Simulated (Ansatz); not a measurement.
Relaxed HfO$_{2}$ (fluorite):

```yaml
crystal:
  lattice:
    - [0.00000, 5.05889, 5.05889]
    - [2.52945, 2.52945, 5.05889]
    - [2.52945, 2.52945, 0.00000]
  atoms:
    - { symbol: Hf, position: [0.00000, 0.00000, 0.00000] }
    - { symbol: Hf, position: [0.50000, 0.00000, 0.00000] }
    - { symbol: O, position: [0.00000, 0.25000, 0.25000] }
    - { symbol: O, position: [0.50000, 0.25000, 0.25000] }
    - { symbol: O, position: [0.00000, 0.75000, 0.75000] }
    - { symbol: O, position: [0.50000, 0.75000, 0.75000] }
```

The atoms are displaced by Q × the pattern below (from a DFPT mode at X = (0.5, 0.5, 0.0), largest move 1; Q in Å), at fixed cell. (q is in reciprocal vectors of the primitive cell; the cell shown is doubled to hold the pattern.)

```tsv
atom	x	y	z
O3	0.000	0.000	-1.000
O4	0.000	0.000	1.000
O5	0.000	0.000	-1.000
O6	0.000	0.000	1.000
```

Atoms not listed stay in place.

Computed with r2SCAN (plane waves to 500 eV, PAW, scalar-relativistic; Ansatz, a first-principles code). k mesh 11×11×11 (Γ-centred), Fermi-Dirac smearing 0.05 eV. HfO2 is run without spin polarisation. HfO2 was relaxed with its symmetry unable to fall. Spin-orbit coupling is left out, though Hf is heavy. The PAW data are Ansatz's earlier set. This is a high-temperature form of HfO2.

At one point of the scan the forces (eV/Å) are:

| atom | Fx | Fy | Fz |
|---|---|---|---|
| Hf1 | 0.000 | 0.000 | 0.000 |
| Hf2 | 0.000 | 0.000 | 0.000 |
| O3 | 0.000 | 0.000 | -0.197 |
| O4 | 0.000 | 0.000 | 0.197 |
| O5 | 0.000 | 0.000 | -0.197 |
| O6 | 0.000 | 0.000 | 0.197 |

Question: Which point is it?
A. Q = -0.367 Å
B. Q = -0.293 Å
C. Q = 0.220 Å
D. Q = 0.073 Å

Answer: D, Q = 0.073 Å

(For displaced atoms, the force is minus the slope of the energy, and its curvature is a force constant, which sets phonon frequencies.)
